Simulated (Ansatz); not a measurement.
With r²SCAN (plane waves, PAW; program Ansatz), CuO in the tetragonal phase (I4/mmm; Cu on 2a, O on 2b) relaxes to a = 2.748 Å, c = 5.537 Å. Cu has 4 nearest neighbours from 1.94 Å (square planar); O has 4 nearest neighbours from 1.94 Å (square planar). Its formation energy from the elements is -0.56 eV/atom, with no fitted shifts.

Electronic character: metallic (no gap). The magnetic state found is non-magnetic (starting moments vanished).

Bader charges are Cu +1.12, O -1.12 e.

The start of the workflow was typed in or built on a structure type; neither database checked (COD, Materials Project) lists it. It is not the phase usual at ambient conditions (space group No. 15). The cell keeps a stress of up to 0.2 GPa. Symmetry was held in the r²SCAN relaxation; whether a distortion lowers the energy is not shown. The workflow began spin-polarised and lost its moments. The cell computed holds one magnetic atom, so no antiferromagnetic order was within reach. No Hubbard U is applied. The compound may be a true metal, but semilocal functionals without U, or a wrong spin order, can also close a gap. The references are the lowest solids computed at this level, not always the standard phases (solids in place of the gases).

Potentials: the earlier of the program's two PAW sets. The files were generated under PBE; for other functionals the program regenerates the frozen cores, and for LDA and PBEsol the local potential too.
